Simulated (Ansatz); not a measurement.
Ge2W:
```
Ge2W
1.0
    0.00000     3.06514     3.06514
    3.06514     0.00000     3.06514
    3.06514     3.06514     0.00000
W Ge
1 2
Direct
  0.00000   0.00000   0.00000
  0.25000   0.25000   0.25000
  0.75000   0.75000   0.75000
```

Relaxed with PBE. Special points in fractions of this cell's reciprocal vectors: Γ (0.000, 0.000, 0.000); X (0.500, 0.000, 0.500); U (0.625, 0.250, 0.625); K (0.375, 0.375, 0.750); L (0.500, 0.500, 0.500); W (0.500, 0.250, 0.750).

Problem. List the band energies nearest the Fermi level at these points for the program Ansatz at the PBE level (PAW).

Solution. In eV from the Fermi level; about four levels below and three above (degenerate sets whole), none deeper than 8.9 eV; points with the same levels are listed once.

```tsv
k	below	above
Γ	-4.02 -4.02 -4.02 -0.48 -0.48	3.51 3.51 3.51
X	-2.80 -2.80 -0.88 -0.88 -0.78	0.28 3.72 5.83
U	-3.54 -2.68 -1.41 -0.55	0.31 0.71 3.82
L	-0.12 -0.12 -0.07 -0.07	0.47 4.10 6.30 6.30
W	-4.68 -1.59 -1.59 -0.85	0.00 1.23 4.42 4.42
```

Space group Fm-3m (fluorite or antifluorite type). The cell is a constructed one: a structure type filled with these elements; neither database checked (COD, Materials Project) lists it. COD files the formula under space group No. 139, so this cell is another polymorph or a model. Whether it is the stable phase at ambient conditions was not checked. The PBE relaxation kept the symmetry of its start; its stability against distortions is not shown here. The run is not spin-polarised. Spin–orbit coupling is left out wherever it is not named.

Potentials: the later of the program's two PAW sets.
